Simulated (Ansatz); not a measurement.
La₃In, DFT, PBEsol, all-electron PAW with datasets made for the crystal, scalar-relativistic (Ansatz 0.2.0), run on 1 thread of Intel(R) Xeon(R) 6975P-C (Granite Rapids) on a shared host.

The cell comes from COD entry 1538828, which wasn't checked; take it as a given geometry. The listed cell was then made from it by scaling, straining or moving an atom.

Command: `ansatz run input.yaml --threads 1 --pin off --max-ram 4096MiB --backend cpu --events-out ev --progress --plain --runs-dir out`

```yaml
crystal:
  lattice:
    - [5.0854, 0.0, 0.0]
    - [0.0, 5.0854, 0.0]
    - [0.0, 0.0, 5.187108]
  atoms:
    - { symbol: La, position: [0.0, 0.5, 0.5] }
    - { symbol: La, position: [0.5, 0.0, 0.5] }
    - { symbol: La, position: [0.5, 0.5, 0.0] }
    - { symbol: In, position: [0.0, 0.0, 0.0] }
kpoints:
  mp_grid: { grid: [7, 7, 7] }
scf:
  occupations: { method: fermi_dirac, width: 0.05 }
hamiltonian:
  xc: pbesol
  pseudopotentials: { kind: all_electron, datasets: crystal }
output:
  forces: true
  stress: true
  eigenvalues: true
  efg: { contact_densities: true }
```

**Question.** How large is the problem that the program sets up?

**Answer.** 40 irreducible k-points, 1301 plane waves at Γ, 61 bands.

**Question.** Estimate the wall time and the peak memory.

**Answer.** 27 s of wall time for 9 SCF iterations, with a peak of 0.98 GiB. Times on shared machines scatter by tens of per cent.

**Question.** And the same cell and mesh by PAW (frozen-core files), asked for forces, stress, eigenvalues, efg, write_density, write_potential, elf, on the same hardware?

**Answer.** 10 s, peak memory 0.6 GiB.
